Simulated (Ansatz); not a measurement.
## Pd (fcc, Cu type), frozen-phonon scan

Pd (fcc, Cu type)

```xyz
2
Lattice="0.0000 3.9114 3.9114 1.9557 0.0000 1.9557 1.9557 1.9557 0.0000" Properties=species:S:1:pos:R:3 pbc="T T T"
Pd     0.0000     0.0000     0.0000
Pd     1.9557     1.9557     3.9114
```

A phonon eigenvector at L = (0.5, 0.0, 0.0) is frozen into this cell: atom i moves by Q times the vector below, so Q is the largest atomic displacement, in Å. The cell is held. It is one choice among 2 degenerate patterns. (q is in reciprocal vectors of the primitive cell; the cell shown is doubled to hold the pattern.)

```
atom       x       y       z
----  ------  ------  ------
Pd1    0.285  -0.520   0.805
Pd2   -0.285   0.520  -0.805
```

Method: r2SCAN (plane waves to 500 eV, PAW, scalar-relativistic; Ansatz, a quantum-chemistry and plane-wave program). k mesh 10×20×20 (Γ-centred), Fermi-Dirac smearing 0.05 eV. Energies are smeared free energies. Stress and pressure are positive under compression. With partly filled bands, energies and forces of such displacements shift with the k mesh and the smearing. Pd is run without spin polarisation. Pd was relaxed with its symmetry unable to fall. The PAW data are Ansatz's earlier set. ΔE is measured from the undisplaced structure.

| Q (Å) | ΔE (meV/cell) | P (GPa) | −dE/dQ from forces (eV/Å) |
|---|---|---|---|
| -0.280 | 234 | 4.7 | 1.233 |
| -0.233 | 178 | 3.5 | 1.178 |
| -0.187 | 125 | 2.4 | 1.089 |
| -0.140 | 77 | 1.5 | 0.951 |
| -0.093 | 37 | 0.7 | 0.737 |
| -0.047 | 10 | 0.2 | 0.411 |
| 0.000 | 0 | 0.0 | 0.000 |
| 0.047 | 10 | 0.2 | -0.411 |
| 0.093 | 37 | 0.7 | -0.737 |
| 0.140 | 77 | 1.5 | -0.951 |
| 0.187 | 125 | 2.4 | -1.089 |
| 0.233 | 178 | 3.5 | -1.178 |
| 0.280 | 234 | 4.7 | -1.233 |

Summary:

The energy at Q = 0.280 Å is 234 meV/cell. Space group of the distorted cell: P-1 (No. 2), lowered from Fm-3m. Symmetry of the curve: even: the same for both signs. Shape of the curve: a single well with its minimum at or next to zero displacement. Harmonic wavenumber from the curvature (finite differences): 108 cm⁻¹. Wavenumber by perturbation theory (DFPT, on another k mesh): 108 cm⁻¹.

(For displaced atoms, the force is minus the slope of the energy, and its curvature is a force constant, which sets phonon frequencies.)
